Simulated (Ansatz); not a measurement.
ZrSnTe in space group P4/nmm (No. 129; Zr on 2c, Sn on 2a, Te on 2c) at seven volumes, plane-wave PAW PBEsol (Ansatz code), shape and atoms relaxed at each. One row is withheld.

| V (Å³/atom) | P (GPa) |
|---|---|
| 21.518 | 10.90 |
| 22.228 | 6.65 |
| 22.937 | 3.05 |
| 23.647 | 0.00 |
| 24.356 | -2.58 |
| 25.065 | ? |
| 25.775 | -6.60 |

Question: Fit the shown pressures and predict the withheld one.

Answer: P = (3/2)B₀(x^(7/2) − x^(5/2))[1 + (3/4)(B′ − 4)(x − 1)] with x = (V₀/V)^(2/3). Least squares on the six rows gives V₀ = 23.648 Å³/atom, B₀ = 93.2 GPa, B′ = 4.55. At V = 25.065, x = 0.9619 and P = -4.75 GPa. The run itself gave -4.76 GPa.

The first step of the workflow began from a Materials Project structure, measured or hypothetical; the Crystallography Open Database copy checked does not list it. Whether it is the stable phase at ambient conditions was not checked. The PBEsol relaxation kept the symmetry of its start; of distortions, only those at the zone centre were tested. No spin polarisation was allowed. Scalar-relativistic: spin–orbit coupling is off unless named, which matters more the heavier the elements.

Potentials: the later of the program's two PAW sets.
